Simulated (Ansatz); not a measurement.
Relaxed candidate structures of Li$_{2}$S:

A. Fm-3m (No. 225), cF12, anti-fluorite type; a = b = c = 5.706 Å, α = β = γ = 90.00°; Li 8c (0.250, 0.250, 0.250); S 4a (0.000, 0.000, 0.000)

B. Pn-3m, origin choice 1 (No. 224), cP6; a = 5.228 Å, b = 5.228 Å, c = 5.228 Å, α = 90.00°, β = 90.00°, γ = 90.00°; Li 4c (0.750, 0.750, 0.750); S 2a (0.000, 0.000, 0.000)

Problem. Order them by energy per atom (lowest first) at the level PBE (plane waves to 420 eV, PAW, scalar-relativistic; Ansatz, a quantum-chemistry and plane-wave program).

Solution. A (reference, the lowest of the structures calculated here), B (+0.327 eV/atom)

Problem. Give each candidate's band gap.

Solution. No candidate is metallic. A: 3.39 eV (no spin-orbit coupling); B: 2.91 eV (no spin-orbit coupling).

Each run could gain symmetry but not lose that of its start, so entries can be saddle points. From databases, or of a type measured for this composition: Fm-3m, cF12, anti-fluorite type; the others are generated cells (placed on structure types, drawn at random, substituted or restacked) that were not matched to a known phase here. Static energies at zero pressure. No spin polarisation in the result.
